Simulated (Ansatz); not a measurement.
YSi2 in space group P6/mmm (No. 191; Y on 1a, Si on 2d) under volume change, the program Ansatz at the PBEsol level (PAW), shape and atoms relaxed at each volume.

```json
[
 {"V (Å³/atom)": "16.921", "E − E(relaxed) (meV/atom)": "49.3", "P (GPa)": "10.29"},
 {"V (Å³/atom)": "17.479", "E − E(relaxed) (meV/atom)": "20.7", "P (GPa)": "6.27"},
 {"V (Å³/atom)": "18.037", "E − E(relaxed) (meV/atom)": "4.9", "P (GPa)": "2.90"},
 {"V (Å³/atom)": "18.595", "E − E(relaxed) (meV/atom)": "0.0", "P (GPa)": "0.01"},
 {"V (Å³/atom)": "19.153", "E − E(relaxed) (meV/atom)": "4.4", "P (GPa)": "-2.47"},
 {"V (Å³/atom)": "19.711", "E − E(relaxed) (meV/atom)": "16.9", "P (GPa)": "-4.67"},
 {"V (Å³/atom)": "20.269", "E − E(relaxed) (meV/atom)": "36.5", "P (GPa)": "-6.52"}
]
```

Task: What does a third-order Birch–Murnaghan fit give for V₀, B₀ and B′?

Result: V₀ = 18.59 Å³/atom, B₀ = 89.9 GPa, B′ = 4.1.

Its axis ratio c/a = 0.96 departs by over 6 % from that of the usual cell of this phase: another minimum, or an error of the functional. The PBEsol relaxation kept the symmetry of its start. At this level the phase is mechanically unstable. No spin polarisation was allowed.

Potentials: the later of the program's two PAW sets.
